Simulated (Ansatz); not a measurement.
Chalcopyrite alloy of ZnGeAs2 and CdGeAs2 (8 of 16 Zn sites exchanged), 64 atoms

Ansatz, PAW, plane waves. PBEsol relaxation of cell lengths and atoms (angles held) at the single k point (¼, ¼, ¼) without its symmetry partners; single points on the relaxed atoms at the Γ point alone, onto which points of the small cell's zone fold. Arrangement: quasirandom. No spin–orbit coupling unless named.

Relaxed structure:

```cif
data_structure
_symmetry_space_group_name_H-M 'P 1'
_symmetry_Int_Tables_number 1
_cell_length_a 11.5809
_cell_length_b 11.5877
_cell_length_c 11.2718
_cell_angle_alpha 90.003
_cell_angle_beta 90.003
_cell_angle_gamma 90.014
_cell_volume 1512.64
loop_
_atom_site_label
_atom_site_type_symbol
_atom_site_fract_x
_atom_site_fract_y
_atom_site_fract_z
_atom_site_occupancy
Cd1 Cd 0.99924 0.00047 0.00084 1
Cd2 Cd 0.00283 0.50134 0.00309 1
Cd3 Cd 0.50170 0.50174 0.00326 1
Cd4 Cd 0.00045 0.25297 0.25561 1
Cd5 Cd 0.50286 0.24950 0.25391 1
Cd6 Cd 0.25271 0.49647 0.75082 1
Cd7 Cd 0.75227 0.49924 0.74957 1
Cd8 Cd 0.25021 0.75180 0.50136 1
Zn1 Zn 0.49743 0.99788 0.99898 1
Zn2 Zn 0.99783 0.74683 0.25310 1
Zn3 Zn 0.50035 0.75100 0.25120 1
Zn4 Zn 0.24998 0.00188 0.74869 1
Zn5 Zn 0.74806 0.99724 0.74748 1
Zn6 Zn 0.24784 0.24671 0.50162 1
Zn7 Zn 0.74804 0.24691 0.50220 1
Zn8 Zn 0.74914 0.75100 0.49829 1
Ge1 Ge 0.99759 0.00052 0.49759 1
Ge2 Ge 0.99926 0.50046 0.49961 1
Ge3 Ge 0.50291 0.00099 0.50002 1
Ge4 Ge 0.50385 0.50012 0.49874 1
Ge5 Ge 0.25299 0.99756 0.25019 1
Ge6 Ge 0.25126 0.50450 0.25052 1
Ge7 Ge 0.74843 0.99549 0.25061 1
Ge8 Ge 0.75131 0.50557 0.25066 1
Ge9 Ge 0.25406 0.24442 0.99781 1
Ge10 Ge 0.25374 0.75634 0.99904 1
Ge11 Ge 0.74748 0.24410 0.99601 1
Ge12 Ge 0.74905 0.75720 0.00171 1
Ge13 Ge 0.00019 0.24557 0.74471 1
Ge14 Ge 0.99744 0.75620 0.74852 1
Ge15 Ge 0.50068 0.24351 0.74569 1
Ge16 Ge 0.50350 0.75791 0.74913 1
As1 As 0.13773 0.12472 0.12730 1
As2 As 0.13305 0.63528 0.13014 1
As3 As 0.62906 0.11536 0.11892 1
As4 As 0.63098 0.63401 0.13042 1
As5 As 0.12360 0.12145 0.62303 1
As6 As 0.11110 0.62432 0.62805 1
As7 As 0.62648 0.12236 0.62401 1
As8 As 0.61927 0.63150 0.62098 1
As9 As 0.36279 0.37438 0.12510 1
As10 As 0.37759 0.87516 0.12674 1
As11 As 0.86018 0.37365 0.12323 1
As12 As 0.87152 0.86917 0.13295 1
As13 As 0.36955 0.11749 0.38183 1
As14 As 0.38246 0.61950 0.37057 1
As15 As 0.86596 0.11887 0.37923 1
As16 As 0.87582 0.62426 0.37688 1
As17 As 0.13332 0.38514 0.38255 1
As18 As 0.11747 0.87965 0.36740 1
As19 As 0.63528 0.38298 0.38107 1
As20 As 0.62287 0.87445 0.37482 1
As21 As 0.38258 0.36716 0.61650 1
As22 As 0.38251 0.88446 0.63003 1
As23 As 0.88074 0.36707 0.61666 1
As24 As 0.87403 0.87675 0.62212 1
As25 As 0.12382 0.35823 0.87523 1
As26 As 0.13040 0.87266 0.86816 1
As27 As 0.62149 0.36117 0.87328 1
As28 As 0.62524 0.87882 0.87615 1
As29 As 0.37641 0.12168 0.87220 1
As30 As 0.37837 0.63899 0.87318 1
As31 As 0.86938 0.12702 0.86542 1
As32 As 0.87509 0.64049 0.87717 1
```

Q: What are the mean bond lengths by pair (pairs within 1.2 times the sum of covalent radii, less contacts 15 % beyond the pair's median; cation–cation pairs of compounds aside; long ionic contacts are cut short by that bound)?

A: As–Cd 2.603 ± 0.011 Å (standard deviation, 32 bonds); As–Ge 2.446 ± 0.013 Å (standard deviation, 64 bonds); As–Zn 2.456 ± 0.012 Å (standard deviation, 32 bonds).

Q: What gap lies between the top filled and the lowest empty level in the single points?

A: HSE06 0.80 eV (63 s on NVIDIA GB300).
